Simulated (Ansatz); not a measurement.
## TaTe (rocksalt structure)

The computed numbers are results of PBE, scalar-relativistic (collinear spin) in the plane-wave PAW code Ansatz at 420 eV, Γ-centred 10×10×10 mesh, 0.05 eV Gaussian smearing; PAW files: Ansatz's generated set soft_2.

```cif
data_structure
_symmetry_space_group_name_H-M 'P 1'
_symmetry_Int_Tables_number 1
_cell_length_a 4.0276
_cell_length_b 4.0276
_cell_length_c 4.0276
_cell_angle_alpha 60.000
_cell_angle_beta 60.000
_cell_angle_gamma 60.000
_cell_volume 46.20
loop_
_atom_site_label
_atom_site_type_symbol
_atom_site_fract_x
_atom_site_fract_y
_atom_site_fract_z
_atom_site_occupancy
Ta1 Ta 0.50000 0.50000 0.50000 1
Te1 Te 0.00000 0.00000 0.00000 1
```

This is a trial structure made by placing the elements on a prototype's sites, so it needn't be the stable form.

Magnetic state: ferromagnetic, site spin moments Ta 0.12 μB.

Task: Which orbitals carry the states at the Fermi level, and how many states are there?

Result: Within 0.1 eV of it: Ta 5d 81 %, Ta 6s 12 % (shares among the projected shells). The density of states at the Fermi level is about 3.4 states/eV per cell, averaged over 0.3 eV.

Density of states (tetrahedra, averaged over 0.3 eV; states/eV per cell of 2 atoms; energy in eV from the Fermi level):

| E (eV) | DOS |
| --- | --- |
| -5.80 | 0.44 |
| -5.50 | 0.86 |
| -5.20 | 1.65 |
| -4.90 | 2.29 |
| -4.60 | 3.84 |
| -4.30 | 2.02 |
| -4.00 | 1.46 |
| -3.70 | 0.98 |
| -3.40 | 0.47 |
| -3.10 | 0.25 |
| -2.80 | 0.19 |
| -2.50 | 0.23 |
| -2.20 | 0.32 |
| -1.90 | 0.47 |
| -1.60 | 0.70 |
| -1.30 | 1.01 |
| -1.00 | 1.25 |
| -0.70 | 1.71 |
| -0.40 | 1.97 |
| -0.10 | 2.81 |
| 0.20 | 3.91 |
| 0.50 | 5.18 |
| 0.80 | 1.43 |
| 1.10 | 2.75 |
| 1.40 | 1.76 |
| 1.70 | 1.40 |
| 2.00 | 1.26 |
| 2.30 | 1.39 |
| 2.60 | 1.42 |
| 2.90 | 1.50 |
| 3.20 | 1.38 |
| 3.50 | 0.89 |
| 3.80 | 0.91 |
| 4.10 | 1.11 |
| 4.40 | 1.44 |
| 4.70 | 1.15 |
| 5.00 | 0.44 |

No spin–orbit coupling, a notable omission for heavy elements. So small a moment in a metal hangs on mesh and smearing, and semilocal functionals can overstate it, so the real crystal may have none. Site moments are of spin, integrated over atomic spheres. A displaced or strained copy of the relaxed cell lay 0.8 meV/atom lower, so on this mesh the structure isn't a minimum; in a metal a finer mesh can change so small a difference.
